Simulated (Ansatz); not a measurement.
MoS2 (3R-MoS2 type, space group R3m)

```xyz
3
Lattice="1.5877 0.9167 6.1953 -1.5877 0.9167 6.1953 0.0000 -1.8333 6.1953" Properties=species:S:1:pos:R:3 pbc="T T T"
Mo     0.0000     0.0000     0.0001
S      0.0000     0.0000    13.9450
S      0.0000     0.0000    10.8357
```

In this cell atom 2 (S, nearest neighbour Mo at 2.403 Å; its periodic images, 3.2 Å or more away, move with it) is moved by u·(0.707, 0.707, 0.000) + v·(0.000, 0.000, 1.000); the rest is frozen.

Calculation: r2SCAN+rVV10 (plane waves to 500 eV, PAW, scalar-relativistic; Ansatz, a quantum-chemistry and plane-wave program). k mesh 10×10×10 (Γ-centred), Fermi-Dirac smearing 0.05 eV. Energies are smeared free energies. Points where atoms come too close for the PAW data are left out (x in tables, blank in figures). As the smearing reaches across the gap at some points, energies and forces of such displacements shift with the k mesh and the smearing. MoS2 is run without spin polarisation. MoS2 was relaxed with its symmetry unable to fall. The PAW data are Ansatz's earlier set. This is one of several known forms of MoS2; the measured ambient cells at hand have space group No. 194. The last digit holds for this mesh only.

Changes of ΔE (meV/cell) from the point u = 0.000 Å, v = 0.000 Å when one coordinate moves alone (two changes are said to add if the coupling is within 5 % of the smaller one, nearly so within 20 %):

```tsv
point	change
u = 0.000 Å, v = -0.360 Å	1422.6
u = 0.000 Å, v = -0.240 Å	608.7
u = 0.000 Å, v = -0.120 Å	141.3
u = -0.360 Å, v = 0.000 Å	707.2
u = -0.240 Å, v = 0.000 Å	308.3
u = -0.120 Å, v = 0.000 Å	75.1
u = 0.120 Å, v = 0.000 Å	70.1
u = 0.240 Å, v = 0.000 Å	268.4
u = 0.360 Å, v = 0.000 Å	574.7
u = 0.000 Å, v = 0.120 Å	119.1
u = 0.000 Å, v = 0.240 Å	433.2
u = 0.000 Å, v = 0.360 Å	883.6
```

Problem. Do the two effects add at u = -0.120 Å, v = -0.360 Å? Give the computed change.

Solution. The sum of the single changes is 75.1 + (1422.6) = 1497.7; the calculation gives 1588.6, so the coupling contributes 90.9 (over 20 % of the smaller single change, not additive).

Problem. What is the change at u = 0.360 Å, v = -0.240 Å, where both move, and how far is it from the sum?

Solution. The sum of the single changes is 574.7 + (608.7) = 1183.4; the calculation gives 1532.5, so the coupling contributes 349.1 (over 20 % of the smaller single change, not additive).

Problem. What is the change at u = 0.240 Å, v = -0.240 Å, where both move, and how far is it from the sum?

Solution. The sum of the single changes is 268.4 + (608.7) = 877.1; the calculation gives 1047.2, so the coupling contributes 170.1 (over 20 % of the smaller single change, not additive).

(A displaced cell: forces are minus the slopes of the energy, force constants its curvatures, and phonons follow from these.)
